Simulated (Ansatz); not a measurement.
The start is a randomly generated symmetric cell of InSe (space group No. 107). The structure is fully relaxed (lattice and positions, P = 0) with PBE (plane waves to 420 eV, PAW, scalar-relativistic; Ansatz, a program for electronic structure). The first steps use a coarse 5×5×5 k-mesh.

The start:
```
CELL_PARAMETERS angstrom
     -3.12127     3.12127     5.89092
      3.12127    -3.12127     5.89092
      3.12127     3.12127    -5.89092
ATOMIC_POSITIONS crystal
  In 0.38431 0.38431 0.00000
  In 0.57003 0.57003 0.00000
  In 0.03064 0.03064 0.00000
  Se 0.17111 0.67111 0.50000
  Se 0.67111 0.17111 0.50000
  Se 0.78703 0.78703 0.00000
```

Problem. Which atoms feel the largest initial force, and how large is it?

Solution. About 10.8 eV/Å, on In1 (atoms numbered as listed).

Problem. By how much does the energy per atom fall from start to end?

Solution. 0.99 eV/atom.

Problem. How does the volume change?

Solution. -22.8 %, from 38.26 to 29.53 Å³/atom.

Problem. Write out the relaxed structure.

Solution. 
Space group I4mm (No. 107); a = b = 5.1823 Å, c = 13.1945 Å, α = β = γ = 90.00°

| atom | site | symmetry | x | y | z |
|---|---|---|---|---|---|
| In | 2a | 4mm | 0.0000 | 0.0000 | 0.3343 |
| In | 2a | 4mm | 0.0000 | 0.0000 | 0.5690 |
| In | 2a | 4mm | 0.0000 | 0.0000 | 0.0561 |
| Se | 4b | 2mm. | 0.0000 | 0.5000 | 0.1447 |
| Se | 2a | 4mm | 0.0000 | 0.0000 | 0.8655 |
(The calculation used a cell of 6 atoms; values per cell refer to that cell.)

The space group stays I4mm (No. 107) (the run could not lower it), with 6 atoms in the primitive cell. Final values are on a 13×13×13 k-mesh of the relaxed cell. No spin polarisation in the result. The relaxed primitive cell holds an odd number of electrons. A magnetic state may lie lower.

The run could not lower the symmetry of its start; a shaken copy of this end point relaxes with PBE to P1 (No. 1), 0.19 eV/atom lower.

The relaxed structure here is a generated cell of InSe: the first start was made by a random draw of sites in a space group, and the end was not matched to a known phase here, so it may be hypothetical. Known forms of InSe include space group No. 194.
